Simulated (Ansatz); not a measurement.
ZrCl4 in space group P2/c (No. 13; Zr on 2e, Cl on 4g, Cl on 4g), r²SCAN+D4 (plane waves, PAW; program Ansatz). The conduction-band minimum lies at C2, with 1 equivalent valley. Second derivatives d²E/dk² of the lowest band at one valley (eV·Å²), along Cartesian directions:

```json
[
 {"direction": "[100]", "d²E/dk²": "0.4389"},
 {"direction": "[010]", "d²E/dk²": "2.506"},
 {"direction": "[001]", "d²E/dk²": "1.495"},
 {"direction": "[110]", "d²E/dk²": "1.473"},
 {"direction": "[101]", "d²E/dk²": "0.5014"},
 {"direction": "[011]", "d²E/dk²": "2.000"}
]
```

### Question
Find the principal effective masses, the density-of-states mass and the conductivity mass.

### Answer
Off-diagonal terms follow from H_xy = H[110] − (H_xx + H_yy)/2, and m*/mₑ = 7.620 eV·Å² over each eigenvalue: 3.0, 4.6, 29. One valley's DOS mass (m₁m₂m₃)^(1/3) = 7.4, conductivity mass 3/(Σ 1/mᵢ) = 5.1 mₑ.

### Question
What effective density of states Nc follows at 300 K for parabolic valleys?

### Answer
Nc = 2.509e19 × 1 × (7.4)^(3/2) ≈ 5.1e20 cm⁻³.

The first step of the workflow began from a Materials Project structure, measured or hypothetical; the Crystallography Open Database files this formula in space group No. 13, but the cells were not matched. Its standing as an ambient phase is unchecked. Symmetry was held in the r²SCAN+D4 relaxation; whether a distortion lowers the energy is not shown. The run is not spin-polarised. Spin–orbit coupling is left out wherever it is not named.

Potentials: the later of the program's two PAW sets.

Edges and masses are those of Kohn–Sham bands, whose gap is no quasiparticle gap.
